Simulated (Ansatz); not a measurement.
GaP:
Space group R-3m, hexagonal axes (No. 166); a = b = 3.8419 Å, c = 19.1155 Å, α = β = 90.00°, γ = 120.00°

| atom | site | symmetry | x | y | z |
|---|---|---|---|---|---|
| Ga | 6c | 3m | 0.0000 | 0.0000 | 0.4358 |
| P | 6c | 3m | 0.0000 | 0.0000 | 0.0577 |
(The calculation used a cell of 4 atoms; values per cell refer to that cell.)

Relaxed with r²SCAN. 

Problem. HSE06 on this cell (Ansatz, an electronic-structure program, PAW) gives a gap of 1.41 eV. What does r²SCAN give?

Solution. 1.02 eV.

Cost on shared cores: the r²SCAN run (SCF on a 8×8×8 mesh, then bands and DOS) around 80 core-seconds (rough), the HSE06 run (SCF on 6×6×6, then a few points) around 2.8 core-minutes (rough); the tasks are unlike.

The workflow started from a Materials Project entry (that database holds measured and hypothetical structures alike); the Crystallography Open Database copy checked does not list it. It is not the phase usual at ambient conditions (space group No. 216). The cell was relaxed with r²SCAN under the symmetry of its start; its stability against distortions is not shown here. Scalar-relativistic: spin–orbit coupling is off unless named, which matters more the heavier the elements.

Potentials: the later of the program's two PAW sets.

Ansatz is a plane-wave DFT program.
